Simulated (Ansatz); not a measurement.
Input:

LaP:
```xyz
2
Lattice="0.0000 2.9893 2.9893 2.9893 0.0000 2.9893 2.9893 2.9893 0.0000" Properties=species:S:1:pos:R:3 pbc="T T T"
P      2.9893     2.9893     2.9893
La     0.0000     0.0000     0.0000
```

This is the PBEsol-relaxed structure.

Q: All from DFT-PBEsol in the program Ansatz with PAW potentials, unless another level is named. Give the electronic character.

A: metallic (no gap).

Q: Next, the density of states at the Fermi level?

A: 0.06 states/eV per atom (mean over ±0.08 eV).

Q: And the formation energy from the elements (no fitted shifts)?

A: -1.56 eV/atom.

Q: Next, the gap with spin–orbit coupling?

A: none (metallic).

Space group Fm-3m (rock salt). The workflow started from an entry of the Crystallography Open Database (COD). Its standing as an ambient phase is unchecked. The cell was relaxed with PBEsol under the symmetry of its start; of distortions, only those at the zone centre were tested. The references are the lowest solids computed at this level, not always the standard phases. Scalar-relativistic: spin–orbit coupling is off unless named, which matters more the heavier the elements.

Potentials: the later of the program's two PAW sets.
